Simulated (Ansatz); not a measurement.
Sr, DFT, LDA, all-electron LAPW, scalar-relativistic (Ansatz 0.2.0), run on 1 thread of Intel(R) Xeon(R) Platinum 8488C (Sapphire Rapids) on a shared host.

The cell comes from COD entry 9008484, which wasn't checked; take it as a given geometry. The listed cell was then made from it by scaling, straining or moving an atom.

Command: `ansatz run input.yaml --threads 1 --pin off --max-ram 3072MiB --backend cpu --events-out ev --progress --plain --runs-dir out`

```yaml
crystal:
  lattice:
    - [-0.0304235, 3.02713825, 3.02713825]
    - [3.02713825, -0.0304235, 3.02713825]
    - [3.02713825, 3.02713825, -0.0304235]
  atoms:
    - { symbol: Sr, position: [0.0, 0.0, 0.0] }
kpoints:
  mp_grid: { grid: [10, 10, 10] }
  band_path:
    path:
      - [0.0, 0.0, 0.0]
      - [0.5, 0.5, 0.5]
      - [0.2525443832, 0.5, 0.7474556168]
      - [-0.2525443832, 0.2525443832, 0.5]
      - [0.0, 0.0, 0.5]
      - [0.0, 0.0, 0.0]
      - [-0.3762721916, 0.0, 0.3762721916]
      - [0.0, 0.3762721916, 0.6237278084]
      - [0.0, 0.5, 0.5]
    npoints: 5
scf:
  occupations: { method: fermi_dirac, width: 0.08 }
hamiltonian:
  xc: lda
  pseudopotentials: { kind: all_electron, lapw: { basis_error: 0.0005 } }
output:
  forces: true
  stress: true
  eigenvalues: true
```

(1) How large is the problem that the program sets up?

(2) About how long does it take, and how much memory does it use?

## Answers

(1) 116 irreducible k-points, 83 plane waves at Γ, 14 bands.

(2) 5 s of wall time for 7 SCF iterations, with a peak of 0.28 GiB. Times on shared machines scatter by tens of per cent.
